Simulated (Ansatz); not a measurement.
Relaxed-ion elastic tensor of Sn₂GeTe₃ in space group P-3m1 (No. 164; Sn on 2d, Ge on 1b, Te on 2d, Te on 1a) in GPa (Voigt order), r²SCAN (plane waves, PAW; program Ansatz); density 6.32 g/cm³, 30.33 Å³ per atom.

```
 90.6   16.8   32.2   21.8    0.0    0.0
 16.8   90.6   32.2  -21.8    0.0    0.0
 32.2   32.2   75.0    0.0    0.0    0.0
 21.8  -21.8    0.0   52.3    0.0    0.0
  0.0    0.0    0.0    0.0   52.3   21.8
  0.0    0.0    0.0    0.0   21.8   36.9
```

Is the crystal mechanically stable?

Yes: the smallest eigenvalue of C is 21.5 GPa.

Work out the Voigt, Reuss and Hill averages.

K_V = 46.5, K_R = 46.5, K_H = 46.5; G_V = 40.0, G_R = 29.5, G_H = 34.8 GPa.

Give Young's modulus, Poisson's ratio, Pugh's ratio and the universal anisotropy index.

E = 9KG/(3K + G) = 83.5 GPa; ν = 0.20; K/G = 1.34 (brittle by the Pugh limit of 1.75); A_U = 5G_V/G_R + K_V/K_R − 6 = 1.76.

Estimate the sound speeds and the Debye temperature.

v_l = √((K + 4G/3)/ρ) = 3830 m/s, v_t = √(G/ρ) = 2340 m/s, mean 2590 m/s; Θ = (h/k)(3n/4πV)^(1/3) v_m = 247 K.

How much does each axis shrink under pressure?

Linear compressibilities β_i = Σ_j S_ij (j = 1 to 3): x 7.1, y 7.1, z 7.2 per TPa.

The workflow started from a Materials Project entry (that database holds measured and hypothetical structures alike); the Crystallography Open Database copy checked does not list it. With Sn and Ge taken as one species the cell has the higher symmetry Fm-3m, so it may be an ordered model of a mixed-site phase. Whether it is the stable phase at ambient conditions was not checked. The cell was relaxed with r²SCAN under the symmetry of its start. At this level the phase is dynamically unstable (imaginary phonons). Scalar-relativistic: spin–orbit coupling is off unless named, which matters more the heavier the elements.

Potentials: the later of the program's two PAW sets.
